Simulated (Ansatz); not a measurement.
SiMo3, a database entry at a rescaled volume

```
Mo Si
1.0
     4.86125    0.00000    0.00000
     0.00000    4.86125    0.00000
     0.00000    0.00000    4.86125
Mo Si
6 2
Direct
  0.25000 0.00000 0.50000
  0.50000 0.75000 0.00000
  0.75000 0.00000 0.50000
  0.50000 0.25000 0.00000
  0.00000 0.50000 0.75000
  0.00000 0.50000 0.25000
  0.00000 0.00000 0.00000
  0.50000 0.50000 0.50000
```

The numbers come from plane-wave PAW DFT (Ansatz): PBE, no spin polarisation, 420 eV, 5×5×5 Γ-centred k points, cold occupations (width 0.036 eV). Nothing was relaxed.

(1) What does the stress say?

(2) What is the formation energy?

(3) Give the Bader charges.

(4) Metal or insulator?

Origin: a database entry at a rescaled volume.

Answers

(1) The pressure is 6.6 GPa (compression positive), so with the atoms held at these fractions the cell would first expand.

(2) -0.32 eV an atom against the elements' usual phases (free molecules for gases, crystals otherwise, with no correction for O₂ or N₂), so it is bound against them; other compounds may still compete. Relaxing would lower it.

(3) Bader charges in e: Si -0.50, Mo +0.17. In the mean Mo gives up most and Si takes most, against the order of Pauling's electronegativities.

(4) It is a metal, with about 3.7 states/eV a cell as the mean within 0.25 eV of the Fermi level, mostly Mo d (86 %).
